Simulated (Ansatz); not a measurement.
Q: Each is relaxed and computed with plane-wave PAW r²SCAN (Ansatz code). Which is the only metal?
(A) Rb2NiO2, I4/mmm (Rb on 4e, Ni on 2a, O on 4e)
(B) SiO2, I4/mmm (Si on 8h, O on 8f, O on 8i)
(C) Li4Nb6NiO18, P3 (Pearson symbol hP29)
(D) LuNi2Ge2, I4/mmm (Lu on 2a, Ni on 4d, Ge on 4e)

A: D, LuNi2Ge2, I4/mmm (Lu on 2a, Ni on 4d, Ge on 4e). LuNi2Ge2: metal; Rb2NiO2: gap 1.80 eV (indirect); SiO2: gap 6.08 eV; Li4Nb6NiO18: gap 2.65 eV. Spin orders computed, not proven ground states: Rb2NiO2, I4/mmm (Rb on 4e, Ni on 2a, O on 4e) ferromagnetic; Li4Nb6NiO18, P3 (Pearson symbol hP29) ferromagnetic. Typed or built starts, not in the databases checked: Li4Nb6NiO18, P3 (Pearson symbol hP29). Not the usual ambient phase: SiO2, I4/mmm (Si on 8h, O on 8f, O on 8i). Standing as an ambient phase not checked: LuNi2Ge2, I4/mmm (Lu on 2a, Ni on 4d, Ge on 4e); Rb2NiO2, I4/mmm (Rb on 4e, Ni on 2a, O on 4e). Unstable at this level: SiO2, I4/mmm (Si on 8h, O on 8f, O on 8i). All cells were relaxed under the symmetry of their starts (and spin orders); stability against distortions was not tested throughout. Rows with no word on spin ran without spin polarisation. No Hubbard U is applied. Scalar-relativistic: spin–orbit coupling is off unless named, which matters more the heavier the elements.

Potentials: the later of the program's two PAW sets.
